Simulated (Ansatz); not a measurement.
NbRu:
```yaml
crystal:
  lattice:
    - [4.58139, 0.00000, 0.00000]
    - [0.00000, 3.05763, 0.00000]
    - [-1.53607, 0.00000, 6.75295]
  atoms:
    - { symbol: Nb, position: [0.68893, 0.00000, 0.32353] }
    - { symbol: Nb, position: [0.31107, 0.00000, 0.67647] }
    - { symbol: Nb, position: [0.00000, 0.00000, 0.00000] }
    - { symbol: Ru, position: [0.50000, 0.50000, 0.00000] }
    - { symbol: Ru, position: [0.20517, 0.50000, 0.34852] }
    - { symbol: Ru, position: [0.79483, 0.50000, 0.65148] }
```

Relaxed with r²SCAN. Special points in fractions of this cell's reciprocal vectors: Γ (0.000, 0.000, 0.000); Z (0.000, 0.500, 0.000); D (0.000, 0.500, 0.500); B (0.000, 0.000, 0.500); A (-0.500, 0.000, 0.500); E (-0.500, 0.500, 0.500); C2 (-0.500, 0.500, 0.000); Y2 (-0.500, 0.000, 0.000).

List the band energies nearest the Fermi level at these points for DFT-r²SCAN in the program Ansatz with PAW potentials.

In eV from the Fermi level; about four levels below and three above (degenerate sets whole), none deeper than 8.9 eV; points with the same levels are listed once.

| k | below | above |
|---|---|---|
| Γ | -1.60 -1.44 -1.25 -0.22 | 0.20 0.35 0.53 |
| Z | -1.47 -1.36 -1.07 -0.97 | 0.18 0.66 0.89 |
| D | -1.86 -1.46 -0.40 -0.35 | 0.08 0.61 0.68 |
| B | -1.33 -1.18 -0.81 -0.11 | 0.29 0.41 0.82 |
| A | -0.73 -0.41 -0.39 -0.35 | 0.09 0.65 0.88 |
| E | -1.44 -0.69 -0.61 -0.42 | 0.60 0.74 0.80 |
| C2 | -1.82 -1.15 -0.73 -0.30 | 0.28 0.65 0.67 |
| Y2 | -1.04 -1.04 -0.61 -0.30 | 0.09 0.36 1.03 |

Space group P2/m. The start of the workflow was typed in or built on a structure type; neither database checked (COD, Materials Project) lists it. COD files the formula under space group No. 123, 221. Whether it is the stable phase at ambient conditions was not checked. The r²SCAN relaxation kept the symmetry of its start; its stability against distortions is not shown here. No spin polarisation was allowed. Scalar-relativistic: spin–orbit coupling is off unless named, which matters more the heavier the elements.

Potentials: the later of the program's two PAW sets.
